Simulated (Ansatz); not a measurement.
CsCdCl2: from a guess to a relaxed structure

The calculation used DFT PBE, scalar-relativistic, plane waves, PAW in Ansatz. Cutoff 420 eV, Gaussian smearing, Γ-centred meshes. Cell and atoms relax first on a coarse mesh and then on a finer one. In between, the cell is made exact in the group found at 0.06 Å. In metals the finer mesh still leaves noise of several meV/atom or more. The steps can't lower the symmetry of their start. No spin polarisation.

A trial structure of CsCdCl2 was built thus: ordered mixture on the cation sites of caesium chloride (P4/mmm, No. 123) (occupants of the shared sites, in ratio, Cd: 1, Cs: 1). Lengths were set from tabulated atomic sizes, so they are only a guess.

Space group P4/mmm (No. 123). a = 3.825 Å, b = 3.825 Å, c = 7.650 Å, α = 90.00°, β = 90.00°, γ = 90.00°
| atom | site | symmetry | x | y | z |
| --- | --- | --- | --- | --- | --- |
| Cs | 1b | 4/mmm | 0.0000 | 0.0000 | 0.5000 |
| Cd | 1a | 4/mmm | 0.0000 | 0.0000 | 0.0000 |
| Cl | 2h | 4mm | 0.5000 | 0.5000 | 0.2500 |

The zero of energy is the elements' standard structures at the same level (Cl₂ as a molecule); no fitted shifts are applied.

Task: Where does the relaxation end?

Result: The symmetry stays P4/mmm (No. 123). The volume per atom grows by 9.4 %, from 28.0 to 30.6 Å³. The shortest distance goes from 3.31 Å (Cd–Cl and Cs–Cl) to 3.27 Å (Cd–Cl). Conventional cell: a = 3.950 Å, c = 7.847 Å. Around Cs lie 8 Cl at 3.56 Å, 2 Cd at 3.92 Å and 4 Cs at 3.95 Å; around Cd lie 8 Cl at 3.27 Å, 2 Cs at 3.92 Å and 4 Cd at 3.95 Å; Cl has 4 Cd at 3.27 Å, 1 Cl at 3.42 Å, 4 Cs at 3.56 Å and 4 Cl at 3.95 Å.

```yaml
crystal:
  lattice:
    - [3.95006, 0.00000, 0.00000]
    - [0.00000, 3.95006, 0.00000]
    - [0.00000, 0.00000, 7.84697]
  atoms:
    - { symbol: Cs, position: [0.00000, 0.00000, 0.50000] }
    - { symbol: Cd, position: [0.00000, 0.00000, 0.00000] }
    - { symbol: Cl, position: [0.50000, 0.50000, 0.21790] }
    - { symbol: Cl, position: [0.50000, 0.50000, 0.78210] }
```

Task: Give its energy and gap.

Result: The energy over the elements is −1.06 eV/atom. The gap on the 12×12×6 mesh of the 4-atom cell is 0 eV (a metal).

A negative formation energy is needed for stability but isn't enough: competing phases decide.

The last run used Gaussian smearing of 0.10 eV. An odd number of electrons in the primitive cell allows no gap without spin; a larger cell or a magnetic state could open one. The cell is a metal run without spin; a magnetic state may lie lower. A structure relaxed within its symmetry needn't be a true minimum.
